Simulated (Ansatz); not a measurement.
Sr₂TaNO₃:
```xyz
7
Lattice="-1.9957 2.0251 6.2756 1.9957 -2.0251 6.2756 1.9957 2.0251 -6.2756" Properties=species:S:1:pos:R:3 pbc="T T T"
Sr     0.0000     0.0000     8.0925
Sr     0.0000     0.0000     4.4587
Ta     0.0000     0.0000     0.0000
N      0.0000     2.0251     0.0000
O      0.0000     0.0000    10.5249
O      0.0000     0.0000     2.0263
O      1.9957     0.0000     0.0000
```

DFT-PBEsol in the program Ansatz with PAW potentials gives a gap of 0.59 eV without spin–orbit coupling, maximum at Γ, minimum at Γ.

Question: What happens when spin–orbit coupling is switched on?

Answer: The gap shrinks by 0.02 eV, to 0.57 eV; maximum at Γ, minimum at Γ.

Question: Give the electron effective mass with spin–orbit coupling.

Answer: 0.13, 0.20, 15 mₑ (principal values).

Question: Give the hole effective mass with spin–orbit coupling.

Answer: 0.15, 0.49, 4.5 mₑ (principal values).

Space group Immm. The workflow started from a Materials Project entry (that database holds measured and hypothetical structures alike); the Crystallography Open Database copy checked does not list it. With N and O taken as one species the cell has the higher symmetry I4/mmm, so it may be an ordered model of a mixed-site phase. Whether it is the stable phase at ambient conditions was not checked. Symmetry was held in the PBEsol relaxation. At this level the phase is dynamically unstable (imaginary phonons). The run is not spin-polarised.

Potentials: the later of the program's two PAW sets.
